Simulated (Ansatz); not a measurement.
Values for one crystal, relaxed and computed with the program Ansatz at the PBEsol level (PAW); other levels are named.

* **Volume per atom**: 15.08 Å³
* **Electronic character**: metallic (no gap)
* **Formation energy from the elements (no fitted shifts)**: -0.051 eV/atom
* **Bulk modulus (Birch–Murnaghan fit)**: 167 GPa
* **Pressure derivative B′**: 4.1
* **Density of states at the Fermi level**: 0.44 states/eV per atom (mean over ±0.08 eV)

**Question.** Pick the material that matches.
(A) CoW, Cmcm (W on 4c, Co on 4c)
(B) Al2W, Fddd (Al on 16f, W on 8b)
(C) AgW, rock salt
(D) AlNi, Cmcm (Al on 4c, Ni on 4c)

**Answer.** B, Al2W, Fddd (Al on 16f, W on 8b)

The start of the workflow was typed in or built on a structure type; neither database checked (COD, Materials Project) lists it. Its standing as an ambient phase is unchecked. Symmetry was held in the PBEsol relaxation; its stability against distortions is not shown here. No spin polarisation was allowed. The references are the lowest solids computed at this level, not always the standard phases. Spin–orbit coupling is left out wherever it is not named.

Potentials: the earlier of the program's two PAW sets. The files were generated under PBE; for other functionals the program regenerates the frozen cores, and for LDA and PBEsol the local potential too.
